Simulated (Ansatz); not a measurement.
## Si₂W: from a starting cell to a relaxed one

The start is a randomly generated symmetric cell of Si2W (space group No. 12). Cell shape, volume and atoms are optimised at zero target pressure with PBE (plane waves to 420 eV, PAW, scalar-relativistic; Ansatz, an electronic-structure program). First-step values are on the input's coarse k-mesh.

Ansatz input (later rounds restart from its end on a renewed k-mesh):
Ansatz 0.2 input:
```yaml
crystal:
  lattice:
    - [2.7441221, -3.4568055, 0]
    - [2.7441221, 3.4568055, 0]
    - [-0.1678944, 0, 4.590242]
  atoms:
    - { symbol: Si, position: [0.5, 0.5, 0] }
    - { symbol: Si, position: [0, 0.5, 0] }
    - { symbol: Si, position: [0.5, 0, 0] }
    - { symbol: Si, position: [0.5, 0.5, 0.5] }
    - { symbol: W, position: [0, 0.5, 0.5] }
    - { symbol: W, position: [0.5, 0, 0.5] }
basis: { ecutwfc: 420, ecutrho_ratio: 4, xc_grid: 2, fft_grid_basis: typed }
kpoints: { mp_grid: { grid: [6, 6, 5] } }
hamiltonian:
  xc: pbe
  dispersion: none
  pseudopotentials: { azcp: { folder: ./paw }, kind: paw }
scf: { occupations: { method: fermi_dirac, width: 0.05 } }
relax: { f_tol: 0.01, max_steps: 100, cell: { stress_tol: 0.02 } }
output: { forces: true, stress: true }
```

Question: What pressure does the first self-consistent step give?

Answer: +58 GPa (positive: the cell is compressed).

Question: By how much does the energy per atom fall from start to end?

Answer: 1.27 eV/atom.

Question: How do the shortest distances between atoms change?

Answer: The closest pairs of elements (up to four, under 3.6 Å), start → end: Si–W 2.21 → 2.56 Å; Si–Si 2.21 → 2.57 Å; W–W 2.74 → 2.70 Å.

Question: Is the relaxed structure metallic? Give its gap.

Answer: Zero (metallic).

The space group stays C2/m (No. 12) (the run could not lower it), with 6 atoms in the primitive cell. Final values are on a 11×11×11 k-mesh of the relaxed cell. No spin polarisation in the result.

The run could not lose the symmetry of its start: the end is stationary, and may be a saddle point rather than a minimum.

All atoms sit on sites fixed by symmetry, so only the cell could relax.

The relaxed structure here is a generated cell of Si2W: the first start was made by a random draw of sites in a space group, and the end was not matched to a known phase here, so it may be hypothetical. Known forms of Si2W include space group No. 139.
